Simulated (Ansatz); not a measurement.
**ZrPt: all-electron results**

```xyz
4
Lattice="1.7167 -5.2034 0.0000 1.7167 5.2034 0.0000 0.0000 0.0000 4.2824" Properties=species:S:1:pos:R:3 pbc="T T T"
Zr    1.7167   -3.7334    3.2118
Zr    1.7167    3.7334    1.0706
Pt    1.7167   -0.9602    3.2118
Pt    1.7167    0.9602    1.0706
```

Atom numbers follow the list: Zr1, Zr2, Pt3, Pt4.

Structure from Materials Project entry mp-1065995 (possibly hypothetical), not relaxed further.

Spin–orbit coupling is left out, though it moves levels of the heavy atoms by tenths of an eV or more.

Methods: DFT, LDA, all-electron LAPW, scalar-relativistic (Ansatz 0.2.0); DFT, LDA, PAW with Ansatz's default frozen-core files, scalar-relativistic (Ansatz 0.2.0).

For LAPW: a Γ-centred 11×11×9 k mesh, Fermi–Dirac smearing of 0.05 eV, basis error target 1 meV/atom, no spin polarisation. PAW takes a cutoff of 420 eV at this cell (files made with PBE, cores remade for this functional). The Ansatz runs share mesh, smearing and spin set-up. Values come from LAPW unless marked.

```yaml
Pressure_at_this_cell: -7.58 GPa
Band_gap: "none: bands cross the Fermi level, a metal"
Stress_xx_yy_zz_compression_positive: -6.71, -8.14, -7.88 GPa
Largest_force: 0.080 eV/Å on Pt3
Density_of_states_at_the_Fermi_level_0.2_eV_bin: 1.62 states/eV per cell
Löwdin_charges_with_0.44_e_of_the_cell_spilling_out_of_the_atomic_basis_so_their_sizes_and_signs_hang_on_that_basis: Zr1 0.13, Pt3 0.09 e
Bader_charges_from_the_PAW_run: Zr1 +1.63, Pt3 -1.63 e
Volume_per_atom: 19.13 Å³
```
